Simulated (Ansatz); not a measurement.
Ca6Sb2PN:
```xyz
10
Lattice="0.0000 5.1118 5.1118 5.1118 0.0000 5.1118 5.1118 5.1118 0.0000" Properties=species:S:1:pos:R:3 pbc="T T T"
Ca     7.5222     5.1118     5.1118
Ca     2.7013     5.1118     5.1118
Ca     5.1118     7.5222     5.1118
Ca     5.1118     2.7013     5.1118
Ca     5.1118     5.1118     7.5222
Ca     5.1118     5.1118     2.7013
Sb     2.5559     2.5559     2.5559
Sb     7.6676     7.6676     7.6676
P      0.0000     0.0000     0.0000
N      5.1118     5.1118     5.1118
```

Relaxed with PBE. Special points in fractions of this cell's reciprocal vectors: Γ (0.000, 0.000, 0.000); X (0.500, 0.000, 0.500); U (0.625, 0.250, 0.625); K (0.375, 0.375, 0.750); L (0.500, 0.500, 0.500); W (0.500, 0.250, 0.750).

**Question.** List the band energies nearest the valence-band maximum at these points for DFT-PBE in the program Ansatz with PAW potentials.

**Answer.** In eV from the valence-band maximum; about four levels below and three above (degenerate sets whole), none deeper than 8.9 eV; points with the same levels are listed once.

```csv
k,below,above
Γ,-1.57 -1.57 -1.57 0.00 0.00 0.00,0.63 0.63 1.14
X,-1.09 -1.09 -1.06 -1.06,1.57 1.77 1.92
U,-1.21 -1.11 -1.07 -1.00,1.87 1.87 2.16
L,-1.38 -1.38 -1.20 -0.96 -0.96,1.95 1.95 2.00 2.00
W,-1.13 -1.10 -1.10 -1.03,1.93 1.93 2.17 2.17
```

Space group Fm-3m. The start of the workflow was typed in or built on a structure type; neither database checked (COD, Materials Project) lists it. Its standing as an ambient phase is unchecked. The PBE relaxation kept the symmetry of its start; its stability against distortions is not shown here. Scalar-relativistic: spin–orbit coupling is off unless named, which matters more the heavier the elements.

Potentials: the later of the program's two PAW sets.
